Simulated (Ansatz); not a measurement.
# BiTe: one input, then a changed one

The cell is COD entry 9008604, as deposited and not checked against the literature; nothing was relaxed.

First run: DFT, PBE, all-electron LAPW, scalar-relativistic (Ansatz 0.2.0).

Command: `ansatz run input.yaml --threads 1 --pin off --max-ram 2048MiB --backend cpu --events-out ev --progress --plain --runs-dir out` The run took 10 s on 1 thread of Intel(R) Xeon(R) 6975P-C (Granite Rapids) (shared host), peak memory 0.41 GiB.

```yaml
crystal:
  lattice:
    - [0.0, 3.235, 3.235]
    - [3.235, 0.0, 3.235]
    - [3.235, 3.235, 0.0]
  atoms:
    - { symbol: Bi, position: [0.0, 0.0, 0.0] }
    - { symbol: Te, position: [0.5, 0.5, 0.5] }
kpoints:
  mp_grid: { grid: [10, 10, 10] }
scf:
  occupations: { method: fermi_dirac, width: 0.08 }
hamiltonian:
  xc: pbe
  pseudopotentials:
    kind: all_electron
    lapw: { basis_error: 0.0005 }
    dirac_shells: { Te: ["3p", "3d"], Bi: ["4p", "4d"] }
output:
  forces: true
  stress: true
  eigenvalues: true
```

Result: converged; pressure 0.83 GPa; 7 SCF iterations.

No spin–orbit coupling, which matters for the heavy atoms here.

The input is then changed:

```diff
@@ -8,7 +8,7 @@
     - { symbol: Te, position: [0.5, 0.5, 0.5] }
 kpoints:
-  mp_grid: { grid: [10, 10, 10] }
+  mp_grid: { grid: [5, 5, 5] }
 scf:
-  occupations: { method: fermi_dirac, width: 0.08 }
+  occupations: { method: tetrahedron_uncorrected }
 hamiltonian:
   xc: pbe
```

(1) Predict the outcome of the changed run.

Answers

(1) It converged; energy at zero smearing +215.2 meV/atom from the first run; pressure 2.27 GPa; 10 SCF iterations. Some of these settings are too coarse for converged properties.
